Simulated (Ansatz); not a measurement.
**Ca₂ScAuC₆N₆: start and end of a relaxation**

Recipe of this trial structure of Ca₂ScAuC₆N₆: cyanide-bridged rock-salt net of two metals, 2 guest cations a cell (Fm-3m, No. 225). Its size is a rough estimate.

start.xyz

```xyz
16
Lattice="0.0000 5.2070 5.2070 5.2070 0.0000 5.2070 5.2070 5.2070 0.0000" Properties=species:S:1:pos:R:3 pbc="T T T"
Ca    2.6035    2.6035    2.6035
Ca    7.8105    7.8105    7.8105
Sc    5.2070    5.2070    5.2070
C     1.9170    5.2070    5.2070
C     5.2070    1.9170    5.2070
C     5.2070    5.2070    1.9170
C     8.4970    5.2070    5.2070
C     5.2070    8.4970    5.2070
C     5.2070    5.2070    8.4970
Au    0.0000    0.0000    0.0000
N     3.0870    5.2070    5.2070
N     5.2070    3.0870    5.2070
N     5.2070    5.2070    3.0870
N     7.3270    5.2070    5.2070
N     5.2070    7.3270    5.2070
N     5.2070    5.2070    7.3270
```

Method: DFT PBE, scalar-relativistic, plane waves, PAW in Ansatz 0.2.0. Cutoff 420 eV, Gaussian smearing, Γ-centred meshes. Cell and atoms relax first on a coarse mesh and then on a finer one. In between, the cell is made exact in the group found at 0.06 Å. In metals the finer mesh still leaves noise of several meV/atom or more. The steps can't lower the symmetry of their start. Collinear spin is switched on along the way, since trial moments persisted in a coarse test.

end.xyz

```xyz
16
Lattice="0.0000 5.7929 5.7929 5.7929 0.0000 5.7929 5.7929 5.7929 0.0000" Properties=species:S:1:pos:R:3 pbc="T T T"
Ca    2.8965    2.8965    2.8965
Ca    8.6894    8.6894    8.6894
Sc    5.7929    5.7929    5.7929
C     2.4401    5.7929    5.7929
C     5.7929    2.4401    5.7929
C     5.7929    5.7929    2.4401
C     9.1457    5.7929    5.7929
C     5.7929    9.1457    5.7929
C     5.7929    5.7929    9.1457
Au    0.0000    0.0000    0.0000
N     3.6181    5.7929    5.7929
N     5.7929    3.6181    5.7929
N     5.7929    5.7929    3.6181
N     7.9678    5.7929    5.7929
N     5.7929    7.9678    5.7929
N     5.7929    5.7929    7.9678
```

The symmetry stays Fm-3m (No. 225). The volume per atom grows by 37.7 %, from 17.6 to 24.3 Å³. The shortest distance goes from 1.17 Å (C–N) to 1.18 Å (C–N). The energy falls by about 0.40 eV/atom (the start's value is from the coarse mesh).

```json
{
  "Volume per atom": "24.30 Å³",
  "Density": "2.04 g/cm³",
  "Energy over the elements": "+0.42 eV/atom",
  "Gap on the 6×6×6 mesh of the 16-atom cell": "0 eV (a metal)",
  "Net moment per atom": "0.11 μB",
  "Moment by site": "Ca 0.4 (×2) μB"
}
```

Energies over the elements count from the elements' standard structures at the same level (N₂ as a molecule), with no fitted energy shifts. A positive value: parting into the elements would lower its energy.

The last run used collinear spin and Gaussian smearing of 0.10 eV. Spin–orbit coupling, which can matter for Au, is left out. The reference form of C is held partly by dispersion forces, which this level lacks. The magnetic state reached may not be the lowest. A structure relaxed within its symmetry needn't be a true minimum. In all, the 3 runs took 3.7 min on 1 thread of AMD EPYC 9R45 96-Core Processor (Zen 5) (shared host). Site moments count only spheres around the atoms; the net moment includes the space between them.
